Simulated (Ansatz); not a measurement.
TaAlB in space group Cmcm (No. 63; Al on 4c, B on 4c, Ta on 4c) at seven volumes, plane-wave PAW PBEsol (Ansatz code), shape and atoms relaxed at each. One row is withheld.

```csv
V (Å³/atom),P (GPa)
11.250,23.19
11.621,14.20
11.992,6.54
12.363,0.01
12.734,?
13.105,-10.13
13.476,-13.91
```

Q: Fit the shown pressures and predict the withheld one.

A: Third-order Birch–Murnaghan: P = (3/2)B₀(x^(7/2) − x^(5/2))[1 + (3/4)(B′ − 4)(x − 1)] with x = (V₀/V)^(2/3). Least squares on the six rows gives V₀ = 12.366 Å³/atom, B₀ = 197.7 GPa, B′ = 4.58. At V = 12.734, x = 0.9806 and P = -5.42 GPa. The run itself gave -5.51 GPa.

The start of the workflow was typed in or built on a structure type; neither database checked (COD, Materials Project) lists it. Its standing as an ambient phase is unchecked. The cell was relaxed with PBEsol under the symmetry of its start; its stability against distortions is not shown here. The run is not spin-polarised. Scalar-relativistic: spin–orbit coupling is off unless named, which matters more the heavier the elements.

Potentials: the earlier of the program's two PAW sets. The files were generated under PBE; for other functionals the program regenerates the frozen cores, and for LDA and PBEsol the local potential too.
